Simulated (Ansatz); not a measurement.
Level of theory: DFT PBE, scalar-relativistic, plane waves, PAW (Ansatz). All cells share a 420 eV cutoff and Γ-centred k meshes spaced at most about 0.3 Å⁻¹ (about 0.25 or finer for metals, 2π included). No spin polarisation in the final relaxations.

These are static total energies at zero pressure. All come from trial cells, and lower structures may exist.

Question: Which of these relaxed structures of MgCd3Se2 is the lowest in energy?
A.

```cif
data_structure
_symmetry_space_group_name_H-M 'P-6m2'
_symmetry_Int_Tables_number 187
_cell_length_a 4.7258
_cell_length_b 4.7258
_cell_length_c 7.9039
_cell_angle_alpha 90.000
_cell_angle_beta 90.000
_cell_angle_gamma 120.000
_cell_volume 152.87
loop_
_atom_site_label
_atom_site_type_symbol
_atom_site_symmetry_multiplicity
_atom_site_Wyckoff_symbol
_atom_site_fract_x
_atom_site_fract_y
_atom_site_fract_z
_atom_site_occupancy
Mg1 Mg 1 f 0.66667 0.33333 0.50000 1
Cd1 Cd 1 e 0.66667 0.33333 0.00000 1
Cd2 Cd 1 b 0.00000 0.00000 0.50000 1
Cd3 Cd 1 a 0.00000 0.00000 0.00000 1
Se1 Se 2 h 0.33333 0.66667 0.71032 1
```

B.

```cif
data_structure
_symmetry_space_group_name_H-M 'P4/mmm'
_symmetry_Int_Tables_number 123
_cell_length_a 3.9457
_cell_length_b 3.9457
_cell_length_c 10.0414
_cell_angle_alpha 90.000
_cell_angle_beta 90.000
_cell_angle_gamma 90.000
_cell_volume 156.33
loop_
_atom_site_label
_atom_site_type_symbol
_atom_site_symmetry_multiplicity
_atom_site_Wyckoff_symbol
_atom_site_fract_x
_atom_site_fract_y
_atom_site_fract_z
_atom_site_occupancy
Mg1 Mg 1 a 0.00000 0.00000 0.00000 1
Cd1 Cd 2 h 0.50000 0.50000 0.15712 1
Cd2 Cd 1 d 0.50000 0.50000 0.50000 1
Se1 Se 2 g 0.00000 0.00000 0.24934 1
```

C.

```cif
data_structure
_symmetry_space_group_name_H-M 'P6/mmm'
_symmetry_Int_Tables_number 191
_cell_length_a 7.0456
_cell_length_b 7.0456
_cell_length_c 3.9884
_cell_angle_alpha 90.000
_cell_angle_beta 90.000
_cell_angle_gamma 120.000
_cell_volume 171.46
loop_
_atom_site_label
_atom_site_type_symbol
_atom_site_symmetry_multiplicity
_atom_site_Wyckoff_symbol
_atom_site_fract_x
_atom_site_fract_y
_atom_site_fract_z
_atom_site_occupancy
Mg1 Mg 1 a 0.00000 0.00000 0.00000 1
Cd1 Cd 3 g 0.50000 0.00000 0.50000 1
Se1 Se 2 c 0.33333 0.66667 0.00000 1
```

D.

```cif
data_structure
_symmetry_space_group_name_H-M 'P-3m1'
_symmetry_Int_Tables_number 164
_cell_length_a 3.9077
_cell_length_b 3.9077
_cell_length_c 10.8475
_cell_angle_alpha 90.000
_cell_angle_beta 90.000
_cell_angle_gamma 120.000
_cell_volume 143.45
loop_
_atom_site_label
_atom_site_type_symbol
_atom_site_symmetry_multiplicity
_atom_site_Wyckoff_symbol
_atom_site_fract_x
_atom_site_fract_y
_atom_site_fract_z
_atom_site_occupancy
Mg1 Mg 1 a 0.00000 0.00000 0.00000 1
Cd1 Cd 2 d 0.33333 0.66667 0.69521 1
Cd2 Cd 1 b 0.00000 0.00000 0.50000 1
Se1 Se 2 d 0.33333 0.66667 0.14451 1
```

Answer: D. It has space group P-3m1 (No. 164); the next, B, with space group P4/mmm (No. 123), lies 243 meV/atom higher. Counting Se atoms around Cd and Mg (those within 1.25 times the shortest such distance or 1.15 times the sum of covalent radii, 1.27 where that leaves under three; the shortest distance is added where it exceeds 1.18 times the sum of covalent radii; a slash parts the counts of unlike sites), the lowest has Mg 6, Cd 3/6 from 4.5 Å and the next has Mg 2, Cd 4/8 from 3.8 Å.

Cells relaxed within their symmetry can be saddle points. Some candidate types were left out of the draw beforehand, so a known form may be missing.
